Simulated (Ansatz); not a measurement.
TiSi:
```
CELL_PARAMETERS angstrom
      0.00000     2.54450     2.54450
      2.54450     0.00000     2.54450
      2.54450     2.54450     0.00000
ATOMIC_POSITIONS crystal
  Si 0.00000 0.00000 0.00000
  Ti 0.50000 0.50000 0.50000
```

Relaxed with r²SCAN. Special points in fractions of this cell's reciprocal vectors: Γ (0.000, 0.000, 0.000); X (0.500, 0.000, 0.500); U (0.625, 0.250, 0.625); K (0.375, 0.375, 0.750); L (0.500, 0.500, 0.500); W (0.500, 0.250, 0.750).

List the band energies nearest the Fermi level at these points for r²SCAN (plane waves, PAW; program Ansatz).

In eV from the Fermi level; about four levels below and three above (degenerate sets whole), none deeper than 8.9 eV; points with the same levels are listed once.

| k | below | above |
|---|---|---|
| Γ | – | 0.11 0.11 0.11 |
| X | -7.72 -3.90 -1.65 | 0.22 0.22 0.94 |
| U | -7.36 -3.57 -3.34 -1.24 | 0.84 2.06 2.65 |
| L | -7.53 -5.41 -1.98 -1.98 | 1.88 1.88 2.72 |
| W | -7.25 -3.22 -3.22 -2.27 | 2.06 2.06 2.12 |

Space group Fm-3m (rock salt). The cell is a constructed one: a structure type filled with these elements; neither database checked (COD, Materials Project) lists it. COD files the formula under space group No. 25, so this cell is another polymorph or a model. Whether it is the stable phase at ambient conditions was not checked. The cell was relaxed with r²SCAN under the symmetry of its start; whether a distortion lowers the energy is not shown. The run is not spin-polarised.

Potentials: the later of the program's two PAW sets.
